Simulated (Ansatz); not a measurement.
One crystal and one scan (energy over volume and axial ratio) at two levels, PBE (plane waves to 420 eV, PAW, scalar-relativistic; Ansatz, an electronic-structure program) and PBEsol (plane waves to 420 eV, PAW, scalar-relativistic; Ansatz), each from its own relaxed cell and on its own mesh. The cell shown is that of PBE.

HfO$_{2}$ (fluorite)

```
CELL_PARAMETERS angstrom
      0.00000     2.54906     2.54906
      2.54906     0.00000     2.54906
      2.54906     2.54906     0.00000
ATOMIC_POSITIONS crystal
  Hf 0.00000 0.00000 0.00000
  O  0.25000 0.25000 0.25000
  O  0.75000 0.75000 0.75000
```

Grid over V/V₀ and (c/a)/(c/a)₀, subscript 0 meaning the relaxed cell; the conventional c axis lies along z; no internal relaxation.

E stands for the smeared free energy. HfO2 is run without spin polarisation. HfO2 was relaxed with its symmetry unable to fall. Spin-orbit coupling is left out, though Hf is heavy. The PAW data are Ansatz's earlier set. This is a high-temperature form of HfO2. Percentages come from the unrounded values. Both scans cover V/V₀ from 0.960 to 1.040 and (c/a)/(c/a)₀ from 0.960 to 1.040.

Results of PBE:

```
Property                                                     Result
-----------------------------------------------------------  ------
Lattice constant a (Å)                                        5.098
Band gap of the relaxed cell, no spin-orbit coupling (eV)      3.75
Shear modulus C′ = (C11 − C12)/2 (fit, atoms clamped) (GPa)     225
```

### Question
Estimate the PBEsol values.

### Answer
| quantity | PBEsol | PBE − PBEsol |
|---|---|---|
| Lattice constant a (Å) | 5.045 | +0.053 (+1.1 %) |
| Band gap of the relaxed cell, no spin-orbit coupling (eV) | 3.69 | +0.06 (+1.6 %) |
| Shear modulus C′ = (C11 − C12)/2 (fit, atoms clamped) (GPa) | 234 | -9 (-4 %) |

PBE gives the higher value for: lattice constant a; band gap of the relaxed cell, no spin-orbit coupling. PBE gives the lower value for: shear modulus C′.

(A scan under strain: stresses follow from slopes of the energy per volume, elastic moduli from its curvatures.)
